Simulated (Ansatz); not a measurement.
SrO (rock salt)

```cif
data_O4Sr4
_chemical_formula_sum 'O4 Sr4'
_space_group_name_H-M_alt 'Fm-3m'
_space_group_IT_number 225
_space_group_name_Hall '-F 4 2 3'
_cell_length_a 5.15993
_cell_length_b 5.15993
_cell_length_c 5.15993
_cell_angle_alpha 90.000
_cell_angle_beta 90.000
_cell_angle_gamma 90.000
loop_
_atom_site_label
_atom_site_type_symbol
_atom_site_symmetry_multiplicity
_atom_site_Wyckoff_symbol
_atom_site_fract_x
_atom_site_fract_y
_atom_site_fract_z
_atom_site_occupancy
O1 O 4 a 0.00000 0.00000 0.00000 1
Sr1 Sr 4 b 0.50000 0.50000 0.50000 1
```
(The calculation used a cell of 2 atoms; values per cell refer to that cell.)

Two coordinates are scanned: the volume, and the ratio of the stretch along z (the conventional c axis) to the stretch across it. Atoms keep their fractional coordinates.

Computed with r2SCAN (plane waves to 500 eV, PAW, scalar-relativistic; Ansatz, a program for electronic structure). k mesh 11×11×11 (Γ-centred), Fermi-Dirac smearing 0.05 eV. Compression counts positive. SrO was relaxed with its symmetry unable to fall.

Changes of σxx (GPa) from the point V/V₀ = 1.000, (c/a)/(c/a)₀ = 1.000 when one coordinate moves alone (two changes are said to add if the coupling is within 5 % of the smaller one, nearly so within 20 %):

```tsv
point	change
V/V₀ = 1.000, (c/a)/(c/a)₀ = 0.880	-3.83
V/V₀ = 1.000, (c/a)/(c/a)₀ = 0.940	-2.29
V/V₀ = 0.960, (c/a)/(c/a)₀ = 1.000	4.19
V/V₀ = 0.980, (c/a)/(c/a)₀ = 1.000	1.98
V/V₀ = 1.020, (c/a)/(c/a)₀ = 1.000	-1.77
V/V₀ = 1.040, (c/a)/(c/a)₀ = 1.000	-3.36
V/V₀ = 1.000, (c/a)/(c/a)₀ = 1.060	3.09
V/V₀ = 1.000, (c/a)/(c/a)₀ = 1.120	6.99
```

### Question
Do the two effects add at V/V₀ = 1.040, (c/a)/(c/a)₀ = 0.880? Give the computed change.

### Answer
The sum of the single changes is -3.36 + (-3.83) = -7.19; the calculation gives -6.19, so the coupling contributes 1.00 (over 20 % of the smaller single change, not additive).

### Question
Do the two effects add at V/V₀ = 1.040, (c/a)/(c/a)₀ = 1.060? Give the computed change.

### Answer
The sum of the single changes is -3.36 + (3.09) = -0.27; the calculation gives -0.87, so the coupling contributes -0.60 (under 20 % of the smaller single change, nearly additive).

### Question
Do the two effects add at V/V₀ = 0.980, (c/a)/(c/a)₀ = 1.120? Give the computed change.

### Answer
The sum of the single changes is 1.98 + (6.99) = 8.97; the calculation gives 9.67, so the coupling contributes 0.70 (over 20 % of the smaller single change, not additive).

(A scan under strain: stresses follow from slopes of the energy per volume, elastic moduli from its curvatures.)
